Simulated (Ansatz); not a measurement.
**TiI₃ (P6_3/mcm)**

All numbers are calculated (LDA+U, U_eff = 4.0 eV (Dudarev form) on Ti d, fully localised double counting, collinear spin, scalar-relativistic, 420 eV, PAW set soft_2 (made for PBE), 3×3×3 mesh, Gaussian smearing of 0.05 eV) with the plane-wave PAW code Ansatz.

```yaml
crystal:
  lattice:
    - [7.14160, 0.00000, 0.00000]
    - [-3.57080, 6.18481, 0.00000]
    - [0.00000, 0.00000, 6.51020]
  atoms:
    - { symbol: Ti, position: [0.00000, 0.00000, 0.00000] }
    - { symbol: Ti, position: [0.00000, 0.00000, 0.50000] }
    - { symbol: I, position: [0.31705, 0.00000, 0.25000] }
    - { symbol: I, position: [0.31705, 0.31705, 0.75000] }
    - { symbol: I, position: [0.00000, 0.31705, 0.25000] }
    - { symbol: I, position: [0.68295, 0.00000, 0.75000] }
    - { symbol: I, position: [0.68295, 0.68295, 0.25000] }
    - { symbol: I, position: [0.00000, 0.68295, 0.75000] }
```

The structure is that of a cell as deposited in COD, unrelaxed.

Cell and atoms stay fixed. Atoms count from 1 in the text and from 0 in parts of the program's output.

Two runs on this cell converged from different starts. The ends of their outputs, energies left out (λ are the eigenvalues of a shell's occupation matrix):

Run A:

```
Magnetization: 0.0000 μB (63.0000 up, 63.0000 down)
Absolute magnetization: 2.3820 μB (∫|ρ↑−ρ↓|, with the PAW one-centre terms)
Per-site moments (μB) at R_I (Å): [(0.94248, 1.15026), (-0.94249, 1.15026), (0.00001, 1.15026), (0.00000, 1.15026), (0.00000, 1.15026), (0.00001, 1.15026), (0.00000, 1.15026), (0.00000, 1.15026)]
Fermi energy:    6.169153 eV
--- Forces (eV/Å), atoms counted from 1 ---
  atom   1  Ti     0.00000000     0.00000000     0.00000000
  atom   2  Ti     0.00000000     0.00000000     0.00000000
  atom   3  I     -0.10769236     0.00000000     0.00003980
  atom   4  I     -0.01523065     0.02099296     0.00003464
  atom   5  I      0.01523065     0.02099296    -0.00003464
  atom   6  I      0.10769236     0.00000000    -0.00003980
  atom   7  I      0.01523065    -0.02099296    -0.00003464
  atom   8  I     -0.01523065    -0.02099296     0.00003464
--- Stress (GPa, compression-positive) ---
       -0.994424       0.000000       0.000264
        0.000000      -0.481084       0.000000
        0.000253       0.000000       2.175582
  P = ⅓ Tr σ = 0.2334 GPa (2.334 kbar)
--- Löwdin populations: 8 sites ---
  site symbol       q [e]    m [muB]
     0     Ti     11.1710     1.1092
     1     Ti     11.1710    -1.1093
     2      I     17.1765     0.0000
     3      I     17.2189     0.0000
     4      I     17.2189     0.0000
     5      I     17.1765     0.0000
     6      I     17.2189     0.0000
     7      I     17.2189     0.0000
--- Occupation matrices: 2 shells (run DFT+U table (all-electron-ortho-atomic); ε = 8.20e-3) ---
  Ti0 d_3D up     Tr n = 1.8417  λ = 0.094 0.110 0.311 0.337 0.991
  Ti0 d_3D dn     Tr n = 0.7442  λ = 0.060 0.074 0.090 0.248 0.272
  Ti1 d_3D up     Tr n = 0.7442  λ = 0.060 0.074 0.090 0.248 0.272
  Ti1 d_3D dn     Tr n = 1.8417  λ = 0.094 0.110 0.311 0.337 0.991
```

Run B:

```
Magnetization: 0.0000 μB (63.0000 up, 63.0000 down)
Absolute magnetization: 2.3354 μB (∫|ρ↑−ρ↓|, with the PAW one-centre terms)
Per-site moments (μB) at R_I (Å): [(0.90329, 1.15026), (-0.90329, 1.15026), (0.00000, 1.15026), (0.00000, 1.15026), (0.00000, 1.15026), (0.00000, 1.15026), (0.00000, 1.15026), (0.00000, 1.15026)]
Fermi energy:    6.591556 eV
--- Forces (eV/Å), atoms counted from 1 ---
  atom   1  Ti     0.00000000     0.00000000     0.00000000
  atom   2  Ti     0.00000000     0.00000000     0.00000000
  atom   3  I      0.04198508     0.00000126     0.00000714
  atom   4  I      0.02099296     0.03635893    -0.00000787
  atom   5  I     -0.02098538     0.03634834    -0.00000471
  atom   6  I     -0.04198508    -0.00000126    -0.00000714
  atom   7  I     -0.02099296    -0.03635893     0.00000787
  atom   8  I      0.02098538    -0.03634834     0.00000471
--- Stress (GPa, compression-positive) ---
       -0.454646       0.000007       0.000014
        0.000007      -0.454654      -0.000026
        0.000014      -0.000025       0.524018
  P = ⅓ Tr σ = -0.1284 GPa (-1.284 kbar)
--- Löwdin populations: 8 sites ---
  site symbol       q [e]    m [muB]
     0     Ti     11.1681     1.0587
     1     Ti     11.1681    -1.0587
     2      I     17.2083     0.0000
     3      I     17.2083     0.0000
     4      I     17.2083     0.0000
     5      I     17.2083     0.0000
     6      I     17.2083     0.0000
     7      I     17.2083     0.0000
--- Occupation matrices: 2 shells (run DFT+U table (all-electron-ortho-atomic); ε = 3.18e-3) ---
  Ti0 d_3D up     Tr n = 1.8153  λ = 0.094 0.094 0.330 0.330 0.967
  Ti0 d_3D dn     Tr n = 0.7663  λ = 0.076 0.076 0.090 0.262 0.262
  Ti1 d_3D up     Tr n = 0.7663  λ = 0.076 0.076 0.090 0.262 0.262
  Ti1 d_3D dn     Tr n = 1.8153  λ = 0.094 0.094 0.330 0.330 0.967
```

Task: Which run lies higher in energy, by how much, and why?

Result: Run A, by 49.4 meV/atom. Run A has a gap of 0.87 eV; run B has a gap of 1.75 eV. Run A kept 4 symmetry operations, run B 2. Flag on run A: possible saddle point. Both fill the same number of orbitals in each spin with the same magnetic order, so they differ in which orbitals are filled. With J = 0 the Hubbard energy is (U/2) Σ λ(1 − λ), a penalty on fractional natural occupations. The sums Σ λ(1 − λ) over the cell's shells are 2.51 for run B and 2.44 for run A, which at U/2 = 2.00 eV give 5.02 and 4.88 eV per cell. Of the difference of 0.40 eV per cell, the Hubbard term gives -0.13 eV and all other terms 0.53 eV, so the other terms decide the order against the Hubbard term. The other terms are taken on each state's own density, so they aren't the result of a run without U.

Every start opposed the Ti moments, so their parallel order wasn't tried.

Run A started from: random orbitals: single harmonics, high spin, moments Ti1 1.00; Ti2 -1.00 μB, occupations held for 5 iterations. Run B started from: random orbitals: random mixtures, high spin, moments Ti1 1.00; Ti2 -1.00 μB, occupations held for 12 iterations. At this level the cell was started in 11 ways. Run B holds the lowest state found for this cell, which doesn't make it the ground state. Spin–orbit coupling is left out. U wasn't fitted or computed for this material, so the results show what this U gives and needn't match the real solid. A gap on the mesh alone may shrink between mesh points.
